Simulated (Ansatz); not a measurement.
# A sublattice moved along a line in CaHg

Computed with DFT PBEsol, scalar-relativistic, plane waves, PAW (Ansatz 0.2.0). Settings: plane waves to 420 eV, k-mesh 12×12×12 (Γ-centred), Gaussian smearing 0.15 eV. Spin–orbit coupling is left out, which can shift energies with elements as heavy as these. No spin polarisation. Energies are free energies at this smearing, counted from the undisturbed cell; pressure is positive in compression.

The undisturbed cell (as given, not relaxed at this level; it stands at -1.1 GPa, and it needn't be the usual structure):

```
Ca Hg
1.0
     3.75465    0.00000    0.00000
     0.00000    3.75465    0.00000
     0.00000    0.00000    3.75465
Ca Hg
1 1
Direct
  0.00000 0.00000 0.00000
  0.50000 0.50000 0.50000
```

Every Hg atom is moved by x along the Cartesian unit vector (-1.000, 0.000, 0.000); the cell and all other atoms stay fixed. The cell is metallic on the mesh throughout.

```csv
x (Å),ΔE (meV/cell),force along x on the moved atoms (eV/Å),pressure (GPa)
-0.2000,?,?,-0.7
-0.1000,9.6,0.19,-1.0
0.0000,0.0,0.00,-1.1
0.1500,21.7,-0.29,-0.9
```

**Question.** Give the withheld values.

**Answer.** ΔE (meV/cell) at x (Å) = -0.2000: 38.6; force along x on the moved atoms (eV/Å) at x (Å) = -0.2000: 0.39.